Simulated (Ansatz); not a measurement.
A relaxed structure of CoSi2. Space group Fm-3m (No. 225), AFLOW prototype AB2_cF12_225_a_c (C1, as in CaF2). Level of theory: r2SCAN (plane waves to 500 eV, PAW, scalar-relativistic; Ansatz, a first-principles code).

```xyz
3
Lattice="0.0000 2.6578 2.6578 2.6578 0.0000 2.6578 2.6578 2.6578 0.0000" Properties=species:S:1:pos:R:3 pbc="T T T"
Co     0.0000     0.0000     0.0000
Si     1.3289     1.3289     1.3289
Si     3.9867     3.9867     3.9867
```

### Question
What is the computed magnetic moment (r2SCAN)?

### Answer
Zero (the starting moments vanished).

No spin polarisation in the result: the starting moments vanished. The relaxed primitive cell holds an odd number of electrons. A magnetic state may lie lower.

The run could not lose the symmetry of its start.

The first start was generated by placing the elements on the sites of a structure type. A measured structure of CoSi2 has the same space group, Fm-3m (No. 225); the sites were not compared with it.
